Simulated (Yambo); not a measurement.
K4BeP2: sweep of GW parameters

G0W0@PBEsol for K4BeP2 (space group R-3m, No. 166) in Yambo. Reference settings: 2×2×2 Γ-centred k mesh, bands 2 to 310 and a 7 Ry block in the screening, 310 bands in G with the Bruneval-Gonze terminator, plasmon pole fitted at 27.2 eV. The PBEsol gap L → Γ on this mesh is 1.09 eV; G0W0 gaps are taken between the same points.

```json
[
 {"change from the reference": "reference settings", "G0W0 gap L → Γ (eV)": "2.25", "shift of the valence edge (eV)": "-0.96", "rough Yambo cost": "1"},
 {"change from the reference": "110 bands in W, 110 bands in G", "G0W0 gap L → Γ (eV)": "2.14", "shift of the valence edge (eV)": "-0.69", "rough Yambo cost": "about 1/3"},
 {"change from the reference": "195 bands in W, 195 bands in G", "G0W0 gap L → Γ (eV)": "2.21", "shift of the valence edge (eV)": "-0.87", "rough Yambo cost": "within a factor of two"},
 {"change from the reference": "110 bands in G", "G0W0 gap L → Γ (eV)": "2.22", "shift of the valence edge (eV)": "-0.88", "rough Yambo cost": "–"},
 {"change from the reference": "195 bands in G", "G0W0 gap L → Γ (eV)": "2.23", "shift of the valence edge (eV)": "-0.94", "rough Yambo cost": "–"},
 {"change from the reference": "139 bands in W", "G0W0 gap L → Γ (eV)": "2.19", "shift of the valence edge (eV)": "-0.82", "rough Yambo cost": "within a factor of two"},
 {"change from the reference": "2 Ry block", "G0W0 gap L → Γ (eV)": "1.85", "shift of the valence edge (eV)": "-0.60", "rough Yambo cost": "within a factor of two"},
 {"change from the reference": "3 Ry block", "G0W0 gap L → Γ (eV)": "2.02", "shift of the valence edge (eV)": "-0.75", "rough Yambo cost": "within a factor of two"},
 {"change from the reference": "6 Ry block", "G0W0 gap L → Γ (eV)": "2.22", "shift of the valence edge (eV)": "-0.93", "rough Yambo cost": "within a factor of two"},
 {"change from the reference": "pole fitted at 40 eV", "G0W0 gap L → Γ (eV)": "2.26", "shift of the valence edge (eV)": "-1.02", "rough Yambo cost": "–"},
 {"change from the reference": "no random integration", "G0W0 gap L → Γ (eV)": "2.22", "shift of the valence edge (eV)": "-0.90", "rough Yambo cost": "–"},
 {"change from the reference": "110 bands in G, no terminator", "G0W0 gap L → Γ (eV)": "2.08", "shift of the valence edge (eV)": "-0.54", "rough Yambo cost": "–"},
 {"change from the reference": "195 bands in G, no terminator", "G0W0 gap L → Γ (eV)": "2.17", "shift of the valence edge (eV)": "-0.79", "rough Yambo cost": "–"},
 {"change from the reference": "no terminator", "G0W0 gap L → Γ (eV)": "2.22", "shift of the valence edge (eV)": "-0.89", "rough Yambo cost": "–"}
]
```

The reference isn't shown to be the converged limit. Costs are rough (shared machines), scaled to the same edge states, and given only for runs that recompute the screening.

Geometry of the Materials Project entry, not relaxed at this level; primitive cell a = b = c = 8.9814 Å, α = β = γ = 36.17°.

A shift is the quasiparticle energy of the state minus its PBEsol energy.
